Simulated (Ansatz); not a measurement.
## Calculated with Ansatz: Cs2Be4Cu, relaxation

The input file (Ansatz 0.2.0, plane waves):

```yaml
crystal:
  lattice:
    - [0.0, 4.405618, 0.0]
    - [4.405618, 0.0, 0.0]
    - [2.202809, 2.202809, -6.824333]
  atoms:
    - { symbol: Be, position: [0.15, 0.15, 0.7] }
    - { symbol: Be, position: [0.85, 0.85, 0.3] }
    - { symbol: Cs, position: [0.36, 0.36, 0.28] }
    - { symbol: Cs, position: [0.64, 0.64, 0.72] }
    - { symbol: Be, position: [0.5, 0.0, 0.0] }
    - { symbol: Be, position: [0.0, 0.5, 0.0] }
    - { symbol: Cu, position: [0.0, 0.0, 0.0] }
  symmetry: { tolerance: 0.0003 }
kpoints:
  mp_grid: { grid: [6, 6, 6], shift: [0, 0, 0] }
magnetization:
  spin_polarized: false
scf:
  occupations: { method: fermi_dirac }
  lower_state_search: "off"
hamiltonian:
  pseudopotentials: { kind: paw }
  xc: r2scan
basis:
  ecutwfc: 500
  fft_grid_basis: typed
relax:
  max_steps: 80
  cell: { p_target: 5.0 }
  f_tol: 0.03
output:
  forces: true
  stress: true
  eigenvalues: true
  bader: true
  populations: true
  elf: true
  write_potential: true
  volumetric_format: npy
  dos:
    e_range: [-12, 8]
    de: 0.05
    projected: { site_lists: { Be: [Be], Cs: [Cs], Cu: [Cu] } }
  write_density: true
checkpoint:
  read: saved_state
```

Run with:

```bash
ansatz run input.yaml --threads 2 --pin off --max-ram 3584MiB --backend cpu --events-out ev --progress --plain --runs-dir out
```

Origin of the cell: a known structure type with other elements, at an estimated volume, so it need not be a known compound.

The smearing width isn't typed, so it takes its default of 0.1 eV.

The saved state is a converged single point of the same cell.

Steps («new basis» is an SCF on plane waves selected anew at the same cell):

| step | ΔH (meV/atom) | max force component (eV/Å) | P (GPa) | volume (Å³) | SCF iterations | step was |
| --- | --- | --- | --- | --- | --- | --- |
| 1 | 0.0 | 1.366 | 13.20 | 132.46 | 7 | accepted |
| 2 | -157.4 | 1.121 | 8.51 | 142.58 | 10 | accepted |
| 3 | -270.9 | 0.614 | 6.34 | 148.18 | 9 | accepted |
| 4 | -351.3 | 0.279 | 5.65 | 149.51 | 9 | accepted |
| 5 | -399.8 | 0.202 | 5.59 | 149.23 | 9 | accepted |
| 6 | -424.1 | 0.141 | 5.94 | 149.67 | 9 | accepted |
| 7 | -429.2 | 0.288 | 5.29 | 151.49 | 8 | accepted |
| 8 | -430.7 | 0.019 | 5.15 | 152.82 | 8 | accepted |
| 9 | -430.7 | 0.001 | 4.99 | 153.49 | 8 | accepted |
| 10 | -433.3 | 0.009 | 5.17 | 153.49 | 8 | new basis |
| 11 | -433.5 | 0.005 | 5.02 | 154.29 | 7 | accepted |
| 12 | -433.5 | 0.001 | 5.00 | 154.45 | 7 | accepted |
| 13 | -433.5 | 0.001 | 5.00 | 154.45 | 6 | new basis |

The starting structure.

Space group I4/mmm (No. 139); the run's cell has a = 4.406 Å, b = 4.406 Å, c = 7.502 Å, α = 72.92°, β = 72.92°, γ = 90.00°. Shortest distances: Be–Cu 2.05 Å, Be–Cs 2.87 Å, Be–Be 3.01 Å.

The relaxed structure.

Space group I4/mmm (No. 139); the run's cell has a = 4.172 Å, b = 4.172 Å, c = 9.349 Å, α = 77.11°, β = 77.11°, γ = 90.00°. Shortest distances: Be–Cu 1.93 Å, Be–Be 2.84 Å, Be–Cs 3.19 Å.

```yaml
crystal:
  lattice:
    - [0.00000, 4.17249, 0.00000]
    - [4.17249, 0.00000, 0.00000]
    - [2.08624, 2.08624, -8.87124]
  atoms:
    - { symbol: Be, position: [0.10874, 0.10874, 0.78251] }
    - { symbol: Be, position: [0.89126, 0.89126, 0.21749] }
    - { symbol: Cs, position: [0.32253, 0.32253, 0.35493] }
    - { symbol: Cs, position: [0.67747, 0.67747, 0.64507] }
    - { symbol: Be, position: [0.50000, 0.00000, 0.00000] }
    - { symbol: Be, position: [0.00000, 0.50000, 0.00000] }
    - { symbol: Cu, position: [0.00000, 0.00000, 0.00000] }
```

- Enthalpy lowered by: 433.5 meV/atom
- Volume change: 16.60 %
- Final pressure: 5.00 GPa
- Relaxation steps listed: 13
- Gap on the mesh: none (metal)

Caveats: no dispersion correction, so spacings can come out too large where layers or molecules are weakly bound; no moments, though an odd count or open d shells may carry them; the relaxation held the start's symmetry, so the end may be a saddle point.

The run took 3.8 min on 2 threads of Arm Neoverse V1, on a shared host, peak memory 0.92 GiB, from a saved density.
